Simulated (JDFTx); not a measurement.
System: SnO2(100) (P4_2/mnm bulk; lattice of mp-856, not re-optimised at this level), 1x1 cell of 12 atoms in 12 planes (O outermost, slab composition Sn4O8), area 15.28 Å² a face, 9.0 Å between the outermost planes in a cell 25.0 Å high; k mesh 6×4×1, Fermi width 0.003 Ha, no spin polarisation. Whether this polymorph is the ambient one wasn't checked.

All numbers are PBE, GBRV ultrasoft potentials, plane waves to 20/100 Ha results from JDFTx (a modified build), not measurements. Vacuum. The outer atoms relax from bulk positions, keeping the cell's symmetry; the lattice is not PBE's own optimum in this code, and that strain can shift the moves by a few hundredths of an ångström. Input:

```
lattice \
  6.0612965447 0.0000000000 0.0000000000 \
  0.0000000000 9.0042048331 0.0000000000 \
  0.0000000000 0.0000000000 47.2431531156
coords-type Lattice
ion O 0.0000000000 0.3059700000 -0.1799253210 1
ion O 0.0000000000 0.6940300000 -0.1059638790 1
ion O 0.5000000000 0.1940300000 -0.0846289210 1
ion O 0.5000000000 0.8059700000 -0.0106674790 0
ion O 0.0000000000 0.3059700000 0.0106674790 0
ion O 0.0000000000 0.6940300000 0.0846289210 1
ion O 0.5000000000 0.1940300000 0.1059638790 1
ion O 0.5000000000 0.8059700000 0.1799253210 1
ion Sn 0.5000000000 0.5000000000 -0.1429446000 1
ion Sn 0.0000000000 0.0000000000 -0.0476482000 0
ion Sn 0.5000000000 0.5000000000 0.0476482000 0
ion Sn 0.0000000000 0.0000000000 0.1429446000 1
ion-species pseudo/o_pbe_v1.2.upf
ion-species pseudo/sn_pbe_v1.4.upf
elec-cutoff 20 100
elec-ex-corr gga-PBE
coulomb-interaction Slab 001
coulomb-truncation-embed 0 0 0
kpoint-folding 6 4 1
elec-smearing Fermi 0.003
lcao-params 10
elec-n-bands 61
converge-empty-states yes
electronic-scf nIterations 100 energyDiffThreshold 1e-07
ionic-minimize nIterations 10 energyDiffThreshold 1e-5 knormThreshold 4e-4
dump-name vac.$VAR
dump End State Ecomponents EigStats BandEigs Forces ElecDensity IonicPositions Fillings Kpoints Dtot
```

Task: How far do the free atoms of the upper face move along the normal, and how much energy is released?

Result: O (atom 8) 0.24 Å, Sn (atom 12) 0.10 Å, O (atom 7) 0.15 Å, O (atom 6) -0.01 Å (positive: outward). The free energy falls by 0.609 eV per cell, 319 mJ/m².
